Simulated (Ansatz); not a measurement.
Relaxation of a generated cell, Ni built in the AFLOW prototype A_mC12_5_3c (A19); 6 atoms in the cell, which starts as C2 (No. 5), mS12; a = 4.9209 Å, b = 2.8451 Å, c = 9.3511 Å, α = γ = 90.00°, β = 92.00°. Level of theory: PBE (plane waves to 420 eV, PAW, scalar-relativistic; Ansatz, a first-principles code). Γ-centred k-mesh 13×13×4 on the run's cell (coarser than for final values), Fermi–Dirac smearing 0.05 eV. This is the first round of the run. Spin-polarised start, with parallel moments on Ni.

The optimiser's lines from the output (shortened; P is positive under compression):

```
relax step   1: F+E_penalty+E_count = -35031.59940984 eV  Δ(F+E_penalty+E_count) = +0.000e0 eV  max|allowed force component| = 3.850e0 eV/Å  Δτ_max = 0.0000 Å  P = +43.707 GPa  Ω = 65.421 Å³  (17 SCF iters, dr2 threshold 1.00e-7 eV, accepted)
relax step   2: F+E_penalty+E_count = -35034.02904735 eV  Δ(F+E_penalty+E_count) = -2.430e0 eV  max|allowed force component| = 1.977e0 eV/Å  Δτ_max = 0.0611 Å  P = +17.368 GPa  Ω = 69.272 Å³  (14 SCF iters, dr2 threshold 6.00e-7 eV, accepted)
relax step   3: F+E_penalty+E_count = -35035.31310160 eV  Δ(F+E_penalty+E_count) = -1.284e0 eV  max|allowed force component| = 9.627e-1 eV/Å  Δτ_max = 0.0542 Å  P = +5.570 GPa  Ω = 70.381 Å³  (15 SCF iters, dr2 threshold 6.00e-7 eV, accepted)
relax step   4: F+E_penalty+E_count = -35036.30736071 eV  Δ(F+E_penalty+E_count) = -9.943e-1 eV  max|allowed force component| = 8.134e-1 eV/Å  Δτ_max = 0.0559 Å  P = +1.955 GPa  Ω = 68.682 Å³  (12 SCF iters, dr2 threshold 6.00e-7 eV, accepted)
relax step   5: F+E_penalty+E_count = -35037.20318325 eV  Δ(F+E_penalty+E_count) = -8.958e-1 eV  max|allowed force component| = 6.505e-1 eV/Å  Δτ_max = 0.1691 Å  P = +0.573 GPa  Ω = 66.267 Å³  (15 SCF iters, dr2 threshold 6.00e-7 eV, accepted)
relax step   6: F+E_penalty+E_count = -35037.67446146 eV  Δ(F+E_penalty+E_count) = -4.713e-1 eV  max|allowed force component| = 4.185e-1 eV/Å  Δτ_max = 0.1130 Å  P = +2.651 GPa  Ω = 63.165 Å³  (16 SCF iters, dr2 threshold 6.00e-7 eV, accepted)
relax step   7: F+E_penalty+E_count = -35037.83645260 eV  Δ(F+E_penalty+E_count) = -1.620e-1 eV  max|allowed force component| = 2.297e-1 eV/Å  Δτ_max = 0.2000 Å  P = -0.120 GPa  Ω = 63.474 Å³  (16 SCF iters, dr2 threshold 6.00e-7 eV, accepted)
relax step   8: F+E_penalty+E_count = -35037.86062682 eV  Δ(F+E_penalty+E_count) = -2.417e-2 eV  max|allowed force component| = 1.180e-2 eV/Å  Δτ_max = 0.0834 Å  P = +0.519 GPa  Ω = 63.469 Å³  (14 SCF iters, dr2 threshold 6.00e-7 eV, accepted)
relax step   9: F+E_penalty+E_count = -35037.86087799 eV  Δ(F+E_penalty+E_count) = -2.512e-4 eV  max|allowed force component| = 9.724e-4 eV/Å  Δτ_max = 0.0063 Å  P = +0.009 GPa  Ω = 63.571 Å³  (9 SCF iters, dr2 threshold 6.00e-7 eV, accepted)
relax step  10: F+E_penalty+E_count = -35037.86087897 eV  Δ(F+E_penalty+E_count) = -9.805e-7 eV  max|allowed force component| = 7.941e-5 eV/Å  Δτ_max = 0.0003 Å  P = +0.001 GPa  Ω = 63.571 Å³  (8 SCF iters, dr2 threshold 2.80e-9 eV, accepted)
relax step  11: F+E_penalty+E_count = -35038.18646158 eV  Δ(F+E_penalty+E_count) = -3.256e-1 eV  max|allowed force component| = 9.160e-5 eV/Å  Δτ_max = 0.0000 Å  P = +6.943 GPa  Ω = 63.571 Å³  stress off target by 1.96e1 GPa  SCF on the basis re-selected at this cell (its energy is not comparable with the rows above)  (18 SCF iters)
relax step  12: F+E_penalty+E_count = -35038.35218900 eV  Δ(F+E_penalty+E_count) = -1.657e-1 eV  max|allowed force component| = 1.668e-3 eV/Å  Δτ_max = 0.0002 Å  P = +2.991 GPa  Ω = 64.470 Å³  (14 SCF iters, dr2 threshold 6.00e-7 eV, accepted)
relax step  13: F+E_penalty+E_count = -35038.39352325 eV  Δ(F+E_penalty+E_count) = -4.133e-2 eV  max|allowed force component| = 1.074e-3 eV/Å  Δτ_max = 0.0004 Å  P = -0.026 GPa  Ω = 65.353 Å³  (15 SCF iters, dr2 threshold 6.00e-7 eV, accepted)
relax step  14: F+E_penalty+E_count = -35038.39354692 eV  Δ(F+E_penalty+E_count) = -2.367e-5 eV  max|allowed force component| = 7.652e-5 eV/Å  Δτ_max = 0.0004 Å  P = +0.002 GPa  Ω = 65.344 Å³  (12 SCF iters, dr2 threshold 2.40e-8 eV, accepted)
relax step  15: F+E_penalty+E_count = -35038.39515155 eV  Δ(F+E_penalty+E_count) = -1.605e-3 eV  max|allowed force component| = 7.733e-5 eV/Å  Δτ_max = 0.0000 Å  P = +0.047 GPa  Ω = 65.344 Å³  stress off target by 1.10e-1 GPa  SCF on the basis re-selected at this cell (its energy is not comparable with the rows above)  (19 SCF iters)
relax step  16: F+E_penalty+E_count = -35038.39514784 eV  Δ(F+E_penalty+E_count) = +3.712e-6 eV  max|allowed force component| = 3.432e-5 eV/Å  Δτ_max = 0.0001 Å  P = +0.001 GPa  Ω = 65.360 Å³  (8 SCF iters, dr2 threshold 3.00e-8 eV, accepted)
relax step  17: F+E_penalty+E_count = -35038.39516240 eV  Δ(F+E_penalty+E_count) = -1.456e-5 eV  max|allowed force component| = 3.403e-5 eV/Å  Δτ_max = 0.0000 Å  P = +0.000 GPa  Ω = 65.360 Å³  stress off target by 3.26e-3 GPa  SCF on the basis re-selected at this cell (its energy is not comparable with the rows above)  (13 SCF iters)
```

From the first to the last row the energy changes by -1.13 eV/atom and the volume by -0.1 %. The last row is marked as not comparable with the walk above it, whose basis was carried along; it does compare with step 1, since both stand on a basis selected at the nominal cutoff for their own cell.

Energy and pressure jump between steps 10 and 11 at one geometry, where the plane-wave basis was selected anew. While the cell walks, the set of plane waves is carried along, so its effective cutoff drifts with the strain; re-selecting it at 420 eV moved the energy by -0.054 eV/atom and the pressure by 6.9 GPa. Only step 1 and rows on a re-selected basis compare with each other.

Later rounds, restarted from the end of this one on a renewed k-mesh, logged 2 more steps and released under 0.01 eV/atom more. The final structure after all rounds: Fm-3m (No. 225), cF4, fcc (Cu type); a = 3.519 Å, b = 3.519 Å, c = 3.519 Å, α = 90.00°, β = 90.00°, γ = 90.00°. Between re-selections the logged energies stand on a plane-wave basis carried along with the cell. Spin state reached: ferromagnetic (net 0.63 μB/atom), from parallel starting moments; other spin orders were not run from this start.

The run could not lose the symmetry of its start.
